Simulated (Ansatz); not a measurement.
## Structures of CuSn3: which is lowest?

Plane-wave DFT in Ansatz with scalar-relativistic PAW potentials, cutoff 420 eV, Γ-centred meshes chosen by cell and gap, Gaussian smearing with energies taken to zero width. Every cell was relaxed (cell and atoms) in a run of its own, within the symmetry of its start. Functional: PBEsol.

Relaxed structures (starts from databases or built by putting these elements on another compound's sites):
A. P6_3/mmc, 8 atoms in the computed cell, a = 7.498 Å, c = 3.891 Å; sites (symmetry × multiplicity) Cu -6m2 × 2, Sn mm2 × 6; start: database
B. I4/mmm, 4 atoms in the computed cell, a = 4.618 Å, c = 8.452 Å; sites (symmetry × multiplicity) Cu 4/mmm × 2, Sn -4m2 × 4 + 4/mmm × 2; start: database

Question: Rank them by energy. Could pressure change the order?

Answer:
```tsv
structure	group	E − E(lowest) (meV/atom)	V (Å³/atom)	gap on mesh (eV)
A	P6_3/mmc	0.0	23.68	0.00
B	I4/mmm	55	22.53	0.00
```

A is lowest, 55 meV/atom under B. B is denser by 1.15 Å³/atom, so pressure favours it: ΔE/ΔV, with ΔE in eV and 1 eV/Å³ = 160.2 GPa, gives about 8 GPa for equal enthalpy if both cells were rigid, a rough figure since the two compress differently. Other structures may lie lower than all of these, and vibrations aren't counted.